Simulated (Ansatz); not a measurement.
Computed with DFT LDA, scalar-relativistic, plane waves, PAW (Ansatz). Cutoff 420 eV, Γ-centred k meshes of 512 to 2744 points, fixed occupations in insulators, in metals Fermi–Dirac smearing of 0.15 eV (Gaussian, 0.2 eV, where magnetic), spin where moments survive. Values of metals depend on mesh and smearing. Each crystal stands at its own equilibrium volume, in the symmetry named.

Question: Order these crystals by the Debye temperature from the elastic constants, lowest first.
A. MoP4 (C2/c, 10 atoms in the cell, 15.7 Å³/atom, Mo next to 6 P)
B. MgRh (Pm-3m, 2 atoms in the cell, 14.2 Å³/atom, Mg next to 8 Rh)
C. MnRh (Pm-3m, 2 atoms in the cell, 12.9 Å³/atom, Mn next to 8 Rh)

Answer: B (406 K), C (442 K), A (617 K).

Cost: 3 runs of about 3.4 core-hours in all, on Arm Neoverse V2, Intel Xeon Processor @ 2.50GHz (Skylake/Cascade Lake) (shared hosts).